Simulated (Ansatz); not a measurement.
AsP: computed DOS

```cif
data_structure
_symmetry_space_group_name_H-M 'P6_3/mmc'
_symmetry_Int_Tables_number 194
_cell_length_a 3.5170
_cell_length_b 3.5170
_cell_length_c 6.5198
_cell_angle_alpha 90.000
_cell_angle_beta 90.000
_cell_angle_gamma 120.000
_cell_volume 69.84
loop_
_atom_site_label
_atom_site_type_symbol
_atom_site_symmetry_multiplicity
_atom_site_Wyckoff_symbol
_atom_site_fract_x
_atom_site_fract_y
_atom_site_fract_z
_atom_site_occupancy
As1 As 2 a 0.00000 0.00000 0.00000 1
P1 P 2 c 0.33333 0.66667 0.25000 1
```

The runs use the primitive cell with vectors (3.517, 0.000, 0.000), (-1.758, 3.046, 0.000), (0.000, 0.000, 6.520) Å, to which the k mesh refers.

The structure is hexagonal, space group P6_3/mmc (No. 194). The conventional cell has a = 3.517 Å, b = 3.517 Å, c = 6.520 Å, α = 90.00°, β = 90.00°, γ = 120.00°. As (site symmetry -3m) has 6 P at 2.60 Å as nearest neighbours. Around P (site symmetry -6m2) lie 6 As at 2.60 Å.

The structure comes from a relaxation in the same program, started in the NiAs type, and has space group P6_3/mmc. Whether it is a known phase or the ground state wasn't checked.

Theory: DFT, PBEsol, all-electron LAPW, scalar-relativistic (Ansatz 0.2.0).

The runs use a Γ-centred 12×12×7 k mesh, Fermi–Dirac smearing of 0.05 eV, basis error target 0.5 meV/atom, no spin polarisation.

States per eV and cell, averaged over 0.4 eV, from -9.8 to 4.4 eV, with energies (bin centres) from the Fermi level; empty bins are left out. 

```csv
E (eV),total
-9.7,1.44
-9.3,1.42
-8.9,0.99
-8.5,0.42
-8.1,0.40
-7.7,0.46
-7.3,0.27
-6.9,0.61
-6.5,1.30
-6.1,1.86
-5.7,1.78
-5.3,1.41
-4.9,1.81
-4.5,1.61
-4.1,1.96
-3.7,2.41
-3.3,2.16
-2.9,1.93
-2.5,2.27
-2.1,1.77
-1.7,1.79
-1.3,1.62
-0.9,1.54
-0.5,1.73
-0.1,1.50
0.3,1.63
0.7,1.65
1.1,1.92
1.5,2.18
1.9,2.01
2.3,1.78
2.7,2.43
3.1,2.34
3.5,2.29
3.9,2.46
4.3,2.06
```
